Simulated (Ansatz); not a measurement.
Na (Im-3m), a film clamped to a substrate

All numbers below come from DFT PBEsol, scalar-relativistic, plane waves, PAW in Ansatz. The runs took a 420 eV cutoff, a Γ-centred 16×16×16 mesh and Gaussian smearing (0.15 eV). No spin polarisation. Energies are free energies at this smearing, counted from the undisturbed cell; pressure is positive in compression.

Reference structure (as given, not relaxed at this level; it stands at -0.3 GPa):

```
Na
1.0
    -2.11750    2.11750    2.11750
     2.11750   -2.11750    2.11750
     2.11750    2.11750   -2.11750
Na
1
Direct
  0.00000 0.00000 0.00000
```

The cell (1 atom, V0 = 37.98 Å³) is strained by p along both x and y and by q along z, fractional coordinates fixed. τp = (1/V0) ∂E/∂p = (σxx + σyy)(1 + p)(1 + q) and τq = (1/V0) ∂E/∂q = σzz(1 + p)², with tension positive.

| p | q | ΔE (meV/atom) | τp (GPa) | τq (GPa) |
| --- | --- | --- | --- | --- |
| 0.000 | 0.000 | 0.00 | 0.66 | 0.33 |
| -0.015 | 0.000 | -1.58 | 0.22 | 0.13 |
| 0.015 | 0.000 | 3.08 | 1.07 | 0.52 |
| 0.000 | -0.015 | -0.96 | 0.47 | 0.21 |
| 0.000 | 0.015 | 1.37 | 0.85 | 0.44 |

Problem. Get the second derivatives of the energy density.

Solution. Central differences give A = ∂τp/∂p = 28.2 GPa (C11 + C22 + 2 C12), C = ∂τq/∂q = 7.7 GPa (C33) and the cross term B = ∂τq/∂p = 13.0 GPa (C13 + C23); ∂τp/∂q = 12.9 GPa must equal B, and any difference shows higher-order terms. The ions are clamped. In a cubic crystal C11 = C = 7.7, C12 = B/2 = 6.5 GPa and A should be 2(C11 + C12) = 28.3 GPa; the bulk modulus is (C11 + 2 C12)/3 = 6.9 GPa.

Problem. A film of this crystal grows with z along the normal on a substrate that imposes p. How does its thickness respond, and what does the misfit cost?

Solution. Count p and q from the stress-free cell. A free surface needs τq = 0, so q = −(B/C) p = -1.69 p. The energy density left is (A − B²/C) p²/2 = M p², with the biaxial modulus M = 3.2 GPa (a small difference of large numbers, so errors of a few per cent in A, B and C become tens of per cent in M); a misfit of 1 % costs 0.08 meV/atom, against 0.33 meV/atom if the thickness were held.

At p = -0.030 the energies along q are 0.1 (q = -0.030), -1.0 (q = -0.015), -1.5 (q = 0.000), -1.6 (q = 0.015), -1.4 (q = 0.030) meV/atom.

Problem. Does the linear rule hold at this misfit?

Solution. A parabola through the lowest point and its neighbours has its minimum at q = 0.012, -1.6 meV/atom. With the stress left in the starting cell, τp0 and τq0, linear elasticity gives q = −(τq0 + Bp)/C = 0.008 and E = V0(τp0 p + τq0 q + Ap²/2 + Bpq + Cq²/2)/N = -1.7 meV/atom. The two agree within a tenth in energy.

In a metal these slopes depend on the k mesh and the smearing.